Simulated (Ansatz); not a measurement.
WS$_{2}$ in space group P6_3/mmc (No. 194; W on 2d, S on 4f), DFT-PBE+D3(BJ) in the program Ansatz with PAW potentials. The conduction-band minimum lies on the K–Γ line, 48 % of the way from K, with 6 equivalent valleys. Second derivatives d²E/dk² of the lowest band at one valley (eV·Å²), along Cartesian directions:

```
direction  d²E/dk²
---------  -------
[100]        14.37
[010]        14.72
[001]        16.83
[110]        14.86
[101]        15.60
[011]        15.78
```

Task: Find the principal effective masses, the density-of-states mass and the conductivity mass.

Result: Off-diagonal terms follow from H_xy = H[110] − (H_xx + H_yy)/2, and m*/mₑ = 7.620 eV·Å² over each eigenvalue: 0.45, 0.51, 0.54. One valley's DOS mass (m₁m₂m₃)^(1/3) = 0.50, conductivity mass 3/(Σ 1/mᵢ) = 0.50 mₑ.

Task: What effective density of states Nc follows at 300 K for parabolic valleys?

Result: Nc = 2.509e19 × 6 × (0.50)^(3/2) ≈ 5.3e19 cm⁻³.

Task: With the computed static dielectric constant 11.7 (mean of the diagonal), estimate a hydrogenic donor's binding energy and radius.

Result: E = 13.606 eV × 0.50/11.7² ≈ 50 meV; a = 0.529 Å × ε/m* ≈ 12 Å. Semilocal masses tend to be too small where the gap is.

The PBE+D3(BJ) relaxation kept the symmetry of its start; phonons on a q-mesh show no instability. The run is not spin-polarised. Spin–orbit coupling is left out wherever it is not named.

Potentials: the later of the program's two PAW sets.
